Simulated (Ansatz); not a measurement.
BaSi₂:
```cif
data_Ba4Si8
_chemical_formula_sum 'Ba4 Si8'
_space_group_name_H-M_alt 'P4332'
_space_group_IT_number 212
_space_group_name_Hall 'P 4acd 2ab 3'
_cell_length_a 6.66045
_cell_length_b 6.66045
_cell_length_c 6.66045
_cell_angle_alpha 90.000
_cell_angle_beta 90.000
_cell_angle_gamma 90.000
loop_
_atom_site_label
_atom_site_type_symbol
_atom_site_symmetry_multiplicity
_atom_site_Wyckoff_symbol
_atom_site_fract_x
_atom_site_fract_y
_atom_site_fract_z
_atom_site_occupancy
Ba1 Ba 4 a 0.12500 0.12500 0.12500 1
Si1 Si 8 c 0.41863 0.41863 0.41863 1
```

Relaxed with PBEsol.

Q: Tabulate the valence density and the electron localisation function along the shortest Si–Si contact (2.43 Å), DFT-PBEsol in the program Ansatz with PAW potentials.

A: 

| distance from Si (Å) | density (e/Å³) | ELF |
|---|---|---|
| 0.24 | 0.10 | 0.35 |
| 0.36 | 0.18 | 0.31 |
| 0.49 | 0.29 | 0.40 |
| 0.61 | 0.39 | 0.58 |
| 0.73 | 0.46 | 0.73 |
| 0.85 | 0.48 | 0.82 |
| 0.97 | 0.48 | 0.85 |
| 1.09 | 0.47 | 0.86 |
| 1.21 | 0.46 | 0.86 |
| 1.33 | 0.47 | 0.86 |
| 1.46 | 0.48 | 0.85 |
| 1.58 | 0.48 | 0.82 |
| 1.70 | 0.46 | 0.73 |
| 1.82 | 0.39 | 0.58 |
| 1.94 | 0.29 | 0.40 |
| 2.06 | 0.18 | 0.31 |
| 2.18 | 0.10 | 0.35 |

The density is the valence pseudo-density with augmentation charge, so density and ELF within about 1 Å of a nucleus are not all-electron values.

Space group P4_332. The workflow started from a Materials Project entry (that database holds measured and hypothetical structures alike); the Crystallography Open Database copy checked does not list it. COD files the formula under space group No. 62, 191, so this cell is another polymorph or a model. Whether it is the stable phase at ambient conditions was not checked. Symmetry was held in the PBEsol relaxation; whether a distortion lowers the energy is not shown. Scalar-relativistic: spin–orbit coupling is off unless named, which matters more the heavier the elements.

Potentials: the later of the program's two PAW sets.
